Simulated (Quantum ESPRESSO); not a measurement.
```cif
data_AgF6Rb2Rh
_chemical_formula_sum 'F6 Rb2 Rh1 Ag1'
_space_group_name_H-M_alt 'P 1'
_space_group_IT_number 1
_cell_length_a 6.25398
_cell_length_b 6.25398
_cell_length_c 6.25398
_cell_angle_alpha 60.000
_cell_angle_beta 60.000
_cell_angle_gamma 60.000
loop_
_space_group_symop_operation_xyz
  'x, y, z'
loop_
_atom_site_label
_atom_site_type_symbol
_atom_site_fract_x
_atom_site_fract_y
_atom_site_fract_z
_atom_site_occupancy
F1 F 0.22962 0.22962 0.77038 1
F2 F 0.77038 0.77038 0.22962 1
F3 F 0.77038 0.22962 0.22962 1
F4 F 0.22962 0.77038 0.77038 1
F5 F 0.22962 0.77038 0.22962 1
F6 F 0.77038 0.22962 0.77038 1
Rb1 Rb 0.25000 0.25000 0.25000 1
Rb2 Rb 0.75000 0.75000 0.75000 1
Rh1 Rh 0.00000 0.00000 0.00000 1
Ag1 Ag 0.50000 0.50000 0.50000 1
```

The geometry is that of Materials Project entry mp-1110602, symmetrised and not relaxed again.

Problem. What does PBEsol (pw.x of Quantum ESPRESSO, ONCV potentials, no spin-orbit coupling) give for the electronic structure near the Fermi level?

Solution. The PBEsol gap is direct, 1.11 eV at X. Another valence extremum on the path lies within 0.02 eV, too close to call. Spin-orbit splittings are left out.

The structure is a Materials Project entry; no match was found in the copy of COD used, and its stability was not checked.
